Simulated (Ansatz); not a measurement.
Mg2Cu3Si:
```
CELL_PARAMETERS angstrom
      4.97521     0.00000     0.00000
     -2.48761     4.30866     0.00000
      0.00000     0.00000     7.82980
ATOMIC_POSITIONS crystal
  Mg 0.33333 0.66667 0.06075
  Mg 0.66667 0.33333 0.93925
  Mg 0.66667 0.33333 0.56075
  Mg 0.33333 0.66667 0.43925
  Si 0.00000 0.00000 0.00000
  Si 0.00000 0.00000 0.50000
  Cu 0.16833 0.33665 0.75000
  Cu 0.83167 0.66335 0.25000
  Cu 0.83167 0.16833 0.25000
  Cu 0.16833 0.83167 0.75000
  Cu 0.66335 0.83167 0.75000
  Cu 0.33665 0.16833 0.25000
```

Relaxed with r²SCAN. Special points in fractions of this cell's reciprocal vectors: Γ (0.000, 0.000, 0.000); M (0.500, 0.000, 0.000); K (0.333, 0.333, 0.000); A (0.000, 0.000, 0.500); L (0.500, 0.000, 0.500); H (0.333, 0.333, 0.500).

Q: List the band energies nearest the Fermi level at these points for the program Ansatz at the r²SCAN level (PAW).

A: In eV from the Fermi level; about four levels below and three above (degenerate sets whole), none deeper than 8.9 eV; points with the same levels are listed once.

| k | below | above |
|---|---|---|
| Γ | -1.22 -1.22 -1.01 -1.01 | 1.69 1.69 1.72 |
| M | -2.08 -1.64 -1.44 -0.70 | 0.40 0.41 0.50 |
| K | -2.51 -2.51 -2.44 -2.44 | 0.63 1.20 1.20 |
| A | -1.70 -1.70 -1.70 -1.70 | 0.34 0.34 0.34 0.34 |
| L | -1.52 -1.52 -0.71 -0.71 | 2.00 2.00 3.35 3.35 |
| H | -0.95 -0.95 -0.29 -0.29 | 2.42 2.42 2.60 2.60 |

Space group P6_3/mmc. The first step of the workflow began from a Materials Project structure, measured or hypothetical; the Crystallography Open Database copy checked does not list it. Its standing as an ambient phase is unchecked. The r²SCAN relaxation kept the symmetry of its start; whether a distortion lowers the energy is not shown. No spin polarisation was allowed.

Potentials: the later of the program's two PAW sets.
